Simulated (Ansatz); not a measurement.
# Polymorphs of KCl

11 relaxations of KCl ended in 3 distinct structures. Method: PBEsol (plane waves to 420 eV, PAW, scalar-relativistic; Ansatz, a quantum-chemistry and plane-wave program).

```csv
#,space group,Pearson,type,E − E(lowest) (eV/atom),V (Å³/atom),"gap (eV, no SOC)",coordination,runs ending here
1,Fm-3m,cF8,rock salt type,0.000,30.42,5.10,"Cl 6 (octahedral), K 6 (octahedral)",8
2,Pm-3m,cP2,CsCl type,0.054,26.10,4.96,"K 8 (cubic), Cl 8 (cubic)",1
3,F-43m,cF8,zinc blende type,0.114,42.03,4.84,"Cl 4 (tetrahedral), K 4 (tetrahedral)",2
```

Coordination numbers (neighbours up to the widest gap in distance over summed covalent radii, below 1.35; n+m marks a second, longer set; metal–metal contacts left out). Fm-3m, cF8, rock salt type is the lowest of the structures calculated here.

Space group Fm-3m (No. 225); a = b = c = 6.2436 Å, α = β = γ = 90.00°

```json
[
 {"atom": "Cl", "site": "4a", "symmetry": "m-3m", "x": "0.0000", "y": "0.0000", "z": "0.0000"},
 {"atom": "K", "site": "4b", "symmetry": "m-3m", "x": "0.5000", "y": "0.5000", "z": "0.5000"}
]
```
(The calculation used a cell of 2 atoms; values per cell refer to that cell.)

Each run could gain symmetry but not lose that of its start, so entries can be saddle points. From databases, or of a type measured for this composition: Fm-3m, cF8, rock salt type; Pm-3m, cP2, CsCl type; the others are generated cells (placed on structure types, drawn at random, substituted or restacked) that were not matched to a known phase here. Energies are at zero temperature and pressure, without zero-point motion. The runs use different k-meshes, so differences are rounded accordingly. No spin polarisation in the result.
